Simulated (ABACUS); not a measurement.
Set-up for a self-consistent single point of TiO2 (P-1, 6 atoms in the cell; from Materials Project mp-34688, changed as shown).

```
CELL_PARAMETERS angstrom
      2.67546    -2.67607     0.00000
      2.72897     2.72959     0.00000
     -2.60377     0.00000     4.74244
ATOMIC_POSITIONS crystal
  Ti 0.13411 0.86589 0.25000
  Ti 0.86589 0.13411 0.75000
  O  0.33122 0.08876 0.66715
  O  0.66878 0.91124 0.33285
  O  0.91124 0.66878 0.83285
  O  0.08876 0.33122 0.16715
```

Computed with LDA (PW92), PseudoDojo 0.4 standard norm-conserving LDA (tails mended) pseudopotentials (plane waves; ABACUS).

ABACUS settings:

| setting | value |
|---|---|
| KPT | MP 5 5 3 0 0 0 |
| basis_type | pw |
| dft_functional | PWLDA |
| ecutwfc | 84 Ry |
| smearing_method | gaussian |
| smearing_sigma | 0.00146997 Ry |
| potentials | PseudoDojo 0.4 standard norm-conserving LDA (tails mended) |
| symmetry | 1 |
| symmetry_prec | 1e-05 |
| ks_solver | cg |
| scf_nmax | 100 |
| scf_thr | 1.0e-09 Ry |
| mixing_type | pulay |
| mixing_beta | 0.4 |

Results:

* **Number of valence electrons**: 48
* **Number of bands**: 34
* **Number of k-points after the program's reduction**: 38
* **Number of plane waves (most at a k-point)**: 6105
* **Number of SCF iterations**: 14
* **FFT grid**: 45 × 45 × 60
* **Free energy E − TS**: -5036.7204 eV
* **Pressure**: -10.40 GPa
* **Largest force (vector length)**: 0.463 eV/Å

Forces (eV/Å):
```
atom      Fx      Fy      Fz
----  ------  ------  ------
Ti1   -0.067   0.045  -0.456
Ti2    0.067  -0.045   0.456
O3     0.004  -0.015  -0.170
O4    -0.004   0.015   0.170
O5     0.019  -0.012   0.204
O6    -0.019   0.012  -0.204
```

Stress (GPa, positive for compression):
```
-11.19   -3.84   -0.89
 -3.84  -11.18   -0.51
 -0.89   -0.51   -8.83
```

For comparison: a first run was changed to give this one (lattice vector b scaled by 1.02), and from it to this one the free energy rises by 15.8 meV/atom, the pressure goes from -6.58 to -10.40 GPa and the largest force goes from 0.176 to 0.463 eV/Å.

The structure comes from a collection of computed structures, made at another level of theory; the collection holds predicted forms beside known ones. Its lattice was then scaled.

Cost on one core: very roughly 2.8 core-minutes.

“Tails mended”: in these copies of the files the far tail of each local potential was reset to the Coulomb form.
